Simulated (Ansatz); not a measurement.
Input file for Ansatz (a program for electronic structure):

Ansatz 0.2 input:
```yaml
crystal:
  lattice:
    - [1.5391506282, 0.8886290295, 4.8214138721]
    - [-1.5391506282, 0.8886290295, 4.8214138721]
    - [0.0, -1.7772580591, 4.8214138721]
  atoms:
    - { symbol: Ti, position: [0.2451643428, 0.2451643428, 0.2451643428] }
    - { symbol: Ti, position: [0.7548356572, 0.7548356572, 0.7548356572] }
    - { symbol: C, position: [0.5, 0.5, 0.5] }
kpoints:
  mp_grid: { grid: [15, 15, 15] }
hamiltonian:
  xc: r2scan
  pseudopotentials: { kind: paw }
scf:
  occupations: { method: fermi_dirac, width: 0.1 }
phonons:
  method: dfpt
  response_accuracy: low
  eigenvectors: true
  rigid_motions: translations
```

Output (shortened):

```
zone centre: on kpoints.mp_grid the ground state, and the responses unless they are solved on pairs of k-points, stand on 904 of the mesh's 3375 k-points, …
Pseudopotentials: kind: paw
Pseudopotential: Ti, paw, valence charge 12
Pseudopotential: C, paw, valence charge 4
Functional definition: r2SCAN
Crystal: 3 atoms, lattice volume = 39.566 Å³
Basis set: ecut = 500 eV, 1013 PW (Γ), exchange–correlation on 200×200×200 points (125 copies of the dense FFT grid, shifted against one another)
Bands: 18, of which v1, the nominal top of the filled ones, is band 14 counted from 1 (13 counted from 0)
Symmetry: 12 space group operations
k-points: 904 of 3375 (irreducible under 2 space group operations, time reversal used)
PAW frozen core: Ti, regenerated for the run's functional
PAW frozen core: C, regenerated for the run's functional
Initial wavefunctions: pseudopotential atomic-orbital guess
Eigensolver: davidson
Functional: x = r2scan, c = r2scan; τ floored in thin density (d = 2e-4 eV/Å³)
SCF iter   1: F=—  HF=-5262.625866 eV  |F-HF|=—  |Δ(HF+E_count)|=         —  Δρ=1.72e-2  dr2=1.37e-1  dr2_τ=1.73e-1  ethr=1.77e-3  ⟨swp⟩=4.2  Hψ=64312  notcnv=0
all-band conjugate gradients solve this SCF's bands
preconditioner: auto → Kerker (q_TF=auto, 2.576 Å⁻¹)
SCF iter   2: F=—  HF=-5262.668111 eV  |F-HF|=—  |Δ(HF+E_count)|=   4.22e-2  Δρ=5.34e-3  dr2=1.11e-2  dr2_τ=2.04e-3  ethr=4.90e-4  ⟨swp⟩=2.1  Hψ=32904  notcnv=0
SCF iter   3: F=—  HF=-5262.668583 eV  |F-HF|=—  |Δ(HF+E_count)|=   4.72e-4  Δρ=2.71e-3  dr2=2.15e-3  dr2_τ=1.53e-4  ethr=3.95e-5  ⟨swp⟩=2.1  Hψ=20649  notcnv=0
SCF iter   4: F=—  HF=-5262.669313 eV  |F-HF|=—  |Δ(HF+E_count)|=   7.31e-4  Δρ=5.23e-4  dr2=2.03e-4  dr2_τ=1.48e-5  ethr=7.67e-6  ⟨swp⟩=2.1  Hψ=22116  notcnv=0
SCF iter   5: F=—  HF=-5262.669316 eV  |F-HF|=—  |Δ(HF+E_count)|=   2.33e-6  Δρ=1.48e-4  dr2=9.34e-6  dr2_τ=4.81e-7  ethr=7.25e-7  ⟨swp⟩=2.0  Hψ=21624  notcnv=0
SCF iter   6: F=—  HF=-5262.669321 eV  |F-HF|=—  |Δ(HF+E_count)|=   5.04e-6  Δρ=4.18e-5  dr2=4.70e-7  dr2_τ=2.29e-8  ethr=3.34e-8  ⟨swp⟩=2.0  Hψ=21810  notcnv=0
SCF iter   7: F=—  HF=-5262.669321 eV  |F-HF|=—  |Δ(HF+E_count)|=   2.86e-7  Δρ=1.08e-5  dr2=4.64e-8  dr2_τ=1.92e-9  ethr=1.68e-9  ⟨swp⟩=2.0  Hψ=21976  notcnv=0
SCF iter   8: F=—  HF=-5262.669321 eV  |F-HF|=—  |Δ(HF+E_count)|=   1.68e-8  Δρ=2.21e-6  dr2=1.88e-9  dr2_τ=6.33e-11  ethr=1.66e-10  ⟨swp⟩=2.1  Hψ=22725  notcnv=0
SCF iter  11: F=-5262.669321 eV  HF=-5262.669321 eV  |F-HF|=2.73e-12  |Δ(HF+E_count)|=  2.73e-12  Δρ=3.42e-8  dr2=3.81e-13  dr2_τ=1.44e-14  ethr=1.00e-12  ⟨swp⟩=5.0  Hψ=61432  notcnv=0
SCF 1 converged in 11 iterations: F = -5262.669321 eV  dr2 = 3.81e-13
DFPT response loops at Γ: preconditioner auto → Kerker (q_TF=auto, 2.576 Å⁻¹) (partly filled bands, converged f_vac=0.000) …
SCF converged after 11 iterations
Free energy (F): -5262.669321 eV
Harris-Foulkes:  -5262.669321 eV  (|F-HF|=2.73e-12)
Internal energy: -5262.607887 eV  (E = F + TS)
E sigma→0 (E₀):  -5262.638604 eV
Entropy (-TS):   -0.061434 eV (-20.478 meV/atom)
Fermi energy:    13.377131 eV
--- Per-component energies (eV) ---
  E_band       = -322.666945
  E_kinetic    = 635.690541
  E_local      = -1767.740565  (includes V_loc(G=0)·N_el)
  E_nonlocal   = 38.294523
  E_hartree    = 723.777514
  E_xc         = -235.094591
  E_vxc        = -333.532519  (∫ρ·V_xc dr)
  E_paw        = -2212.888371  (= ΣΔE_a)
  E_vpaw       = -364.648527  (= ΣTr[D̂ρ^β])
  E_aug_tail   = 0.000174  (compensation charges beyond the density's cutoff)
  E_vtau       = 21.714404  (kinetic-family band-sum trace: ∫τ·v_τ [+ j·A + Jᵃ·Aᵃ] dr)
  E_ewald      = -2444.115425
  E_core_change = -0.531688  (= ΣΔE_core)
  E_smearing   = -0.061434  (= −TS)
  E_closure    = 0.000000  (closes the sum)
  Σ components = -5262.669321   (vs F -5262.669321, Δ=0.00e0)
  [band-id]    e_kinetic+e_local+e_nonlocal+2·e_hartree+e_vxc+e_vpaw+e_augmentation_tail+e_vtau = -322.666940   (vs E_band -322.666945, Δ=4.93e-6)
--- Band table (eV; the first three rows and the last of 904) ---
  k-point 0: bands = ["-45.8096", "-45.7051", "-21.3323", "-20.8081", "-20.8081", "-20.7486", "-20.7320", "-20.7320", "1.0972", "8.2209", "10.5945", "10.5945", "10.9719", "13.9573", "13.9573", "14.5157", "15.3939", "15.3939"]
  k-point 1: bands = ["-45.8065", "-45.7043", "-21.3244", "-20.8242", "-20.8118", "-20.7513", "-20.7474", "-20.7353", "1.1611", "8.3043", "10.2403", "10.6099", "11.2689", "13.8752", "14.0059", "14.5448", "15.2150", "15.4054"]
  k-point 2: bands = ["-45.7977", "-45.7020", "-21.3015", "-20.8685", "-20.8223", "-20.7908", "-20.7604", "-20.7445", "1.3420", "8.5429", "9.7689", "10.6475", "11.5540", "13.6418", "14.1463", "14.6260", "14.8293", "15.4625"]
  k-point 903: bands = ["-45.7795", "-45.7316", "-21.1570", "-20.9405", "-20.7995", "-20.7940", "-20.7599", "-20.7534", "1.4069", "7.4167", "10.6132", "10.7467", "12.2755", "13.5768", "14.1628", "14.4011", "15.1379", "15.1396"]
  band table: 18 of 18 bands, residual norms ≤ 1.0e-3 eV
--- Phonons (Γ-DFPT): 4 representative perturbations + reference, on 904 of 3375 k-points (Σ response iterations 31) ---
  k mesh reduced under 2 symmetry operations, with k and −k counted as one. Each operation leaves every solved perturbation unchanged …
  ASR residual: 1.397e-3 → 0.000e0 eV/Å²; symmetrization residual: 2.577e-4 eV/Å²
  ASR residual per site (eV/Å²): 1.40e-3 1.40e-3 3.46e-4
  Γ frequencies (cm⁻¹): 0.00 0.00 0.00 266.08 266.08 349.50 533.71 638.99 638.99
  non-analytic LO–TO correction: not included (Born effective charges unavailable; polar crystals: no LO–TO splitting at Γ)
```

Cost: about 50 core-minutes (a rough figure) on shared cores.

Space group R-3m. The workflow started from a Materials Project entry (that database holds measured and hypothetical structures alike); the Crystallography Open Database copy checked does not list it. Its standing as an ambient phase is unchecked. Symmetry was held in the r²SCAN relaxation; of distortions, only those at the zone centre were tested. No spin polarisation was allowed. As this level gives no gap, phonon frequencies hold no LO–TO term and depend on the k-mesh and smearing (Fermi–Dirac, 0.1 eV here).

Potentials: the later of the program's two PAW sets.

Ansatz is a plane-wave DFT program.
